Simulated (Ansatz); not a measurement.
Nb3Sn (Pm-3n): electronic heat capacity and spin susceptibility from the density of states

The calculation used DFT PBE, scalar-relativistic, plane waves, PAW in Ansatz 0.2.0.

Settings: cutoff 420 eV, Γ-centred mesh 8×8×8 on the computed 8-atom cell, Gaussian smearing of 0.10 eV; no spin polarisation.

Relaxed cell: Pm-3n, a = 5.319 Å, b = 5.319 Å, c = 5.319 Å, α = 90.00°, β = 90.00°, γ = 90.00°, 8 atoms in the primitive cell. Whether it is the stable form of this composition wasn't checked.

The density of states at the Fermi level is 20.674 states/eV in the cell of 8 atoms (2 formula units; both spins, tetrahedra on a 12×12×12 mesh).

Question: What Sommerfeld coefficient and Pauli susceptibility does this give?

Answer: Per formula unit N(E_F) = 10.337 states/eV. γ = (π²/3) k_B² N(E_F) N_A = 2.357 mJ/(mol K²) per state/eV, so γ = 24.4 mJ/(mol K²), a mole of formula units. χ_P = μ_B² N(E_F) N_A = 3.23×10⁻⁵ emu/mol per state/eV gives 33.4×10⁻⁵ emu/mol. This is the bare band result: a measured γ of the same phase is as a rule larger by a factor 1 + λ from phonons and spin fluctuations, the spin part of χ is larger by the Stoner factor, and a measured χ also holds orbital and core terms. N(E_F) at one energy is sensitive to the mesh where the density of states has sharp peaks.